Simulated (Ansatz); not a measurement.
The elements of this relaxed trial crystal are hidden behind letters.

```
lattice vectors (Å)
   2.7619    0.0000    0.0000
   0.0000    2.7619    0.0000
   0.0000    0.0000   14.3023
fractional positions
X 0.0000 0.0000 0.8311
X 0.5000 0.5000 0.0000
X 0.0000 0.0000 0.1689
X 0.5000 0.5000 0.3363
X 0.5000 0.5000 0.6637
Z 0.0000 0.0000 0.5000
```

Method: DFT PBE, scalar-relativistic, plane waves, PAW (Ansatz 0.2.0). Settings of the last relaxation (6-atom cell): 420 eV, 14×14×4 k points, Gaussian smearing of 0.10 eV, no spin polarisation.

| Property | Result |
| --- | --- |
| Space group | P4/mmm (No. 123) |
| Conventional cell | a = 2.762 Å, c = 14.302 Å |
| Volume per atom | 18.18 Å³ |
| Density | 16.57 g/cm³ |
| Energy over the elements | +0.20 eV/atom |
| Gap on the 14×14×4 mesh of the 6-atom cell | 0 eV (a metal) |

Energies are uncorrected and count from the elements' standard states at the same level.

Q: X is a d-block element of period 6 and Z is a d-block element of period 6. Which elements are they?

A: X = Ta, Z = W, so the formula is Ta5W. Density times volume gives a mean mass of 16.57 × 18.18/1.6605 = 181.4 u per atom, and this set has 181.4 u. Ta on a site of symmetry 4mm has 4 Ta at 2.76 Å and 8 Ta at 3.09–3.11 Å; Ta on a site of symmetry 4/mmm is surrounded by 4 Ta at 2.76 Å and 8 Ta at 3.11 Å; W has 4 W at 2.76 Å and 8 Ta at 3.05 Å; 1 more site not described. Other sets within the hints have nearly the same mass, so mass alone doesn't settle it; this one was computed.

Spin–orbit coupling, which can matter for Ta and W, is left out. The cell is a metal run without spin; a magnetic state may lie lower. A structure relaxed within its symmetry needn't be a true minimum. Another cell of Ta5W relaxed alike, in Cmmm, lies 222 meV/atom lower, so this cell isn't the stable form at this level.
